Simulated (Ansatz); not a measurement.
Structures of SbC₂: which is lowest?

Plane-wave DFT in Ansatz with scalar-relativistic PAW potentials, cutoff 420 eV, Γ-centred meshes chosen by cell and gap, Gaussian smearing with energies taken to zero width. Every cell was relaxed (cell and atoms) in a run of its own, within the symmetry of its start. Functional: PBE.

Relaxed structures (starts from databases or built by putting these elements on another compound's sites):
A. C2/c, 6 atoms in the computed cell, a = 5.566 Å, b = 5.461 Å, c = 5.504 Å, β = 103.6°; sites (symmetry × multiplicity) Sb -1 × 4, C 1 × 8; start: built
B. I4/mmm, 3 atoms in the computed cell, a = 8.446 Å, c = 2.599 Å; sites (symmetry × multiplicity) Sb 4/mmm × 2, C -4m2 × 4; start: built

Question: Rank them by energy. Could pressure change the order?

Answer:
```tsv
structure	group	E − E(lowest) (meV/atom)	V (Å³/atom)	gap on mesh (eV)
B	I4/mmm	0.0	30.89	0.00
A	C2/c	237	13.55	0.00
```

B is lowest, 237 meV/atom under A. A is denser by 17.34 Å³/atom, so pressure favours it: ΔE/ΔV, with ΔE in eV and 1 eV/Å³ = 160.2 GPa, gives about 2.2 GPa for equal enthalpy if both cells were rigid, a rough figure since the two compress differently. Other structures may lie lower than all of these, and vibrations aren't counted.

Spin-orbit coupling is left out, which matters for the bands of heavy elements.